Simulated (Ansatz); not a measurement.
# Polymorphs of TlO₂

6 relaxations of TlO2 ended in 4 distinct structures. Method: r2SCAN (plane waves to 500 eV, PAW, scalar-relativistic; Ansatz, a program for electronic structure).

```csv
#,space group,Pearson,type,E − E(lowest) (eV/atom),V (Å³/atom),coordination,runs ending here,spin order
1,Fm-3m,cF12,fluorite type,0.00,13.10,"Tl 8 (cubic), O 4 (tetrahedral)",2,ferromagnetic
2,Pa-3,cP12,–,0.00,13.35,–,1,ferromagnetic
3,I4/mmm,tI6,–,0.01,12.90,–,2,non-magnetic
4,P6₄22,hP9,–,0.09,20.45,–,1,non-magnetic
```

Coordination numbers (neighbours up to the widest gap in distance over summed covalent radii, below 1.35; n+m marks a second, longer set; metal–metal contacts left out). All are gapless at this level. Fm-3m, cF12, fluorite type, ferromagnetic is the lowest of the structures calculated here, level within the accuracy with Pa-3, cP12, ferromagnetic.

```cif
data_O8Tl4
_chemical_formula_sum 'Tl4 O8'
_space_group_name_H-M_alt 'Fm-3m'
_space_group_IT_number 225
_space_group_name_Hall '-F 4 2 3'
_cell_length_a 5.39742
_cell_length_b 5.39742
_cell_length_c 5.39742
_cell_angle_alpha 90.000
_cell_angle_beta 90.000
_cell_angle_gamma 90.000
loop_
_atom_site_label
_atom_site_type_symbol
_atom_site_symmetry_multiplicity
_atom_site_Wyckoff_symbol
_atom_site_fract_x
_atom_site_fract_y
_atom_site_fract_z
_atom_site_occupancy
Tl1 Tl 4 a 0.00000 0.00000 0.00000 1
O1 O 8 c 0.25000 0.25000 0.25000 1
```
(The calculation used a cell of 3 atoms; values per cell refer to that cell.)

Each run could gain symmetry but not lose that of its start, so entries can be saddle points. All of these are generated cells (placed on structure types, drawn at random, substituted or restacked) that were not matched to a known phase here. Each structure is listed in the lowest spin state found for it. The real structure of this composition may not be among these, and whether this composition forms is not checked here. Energies are at zero temperature and pressure, without zero-point motion. Spin states reached: ferromagnetic, non-magnetic; non-magnetic ones ran without spin or lost their moments; spin orders were not searched systematically.
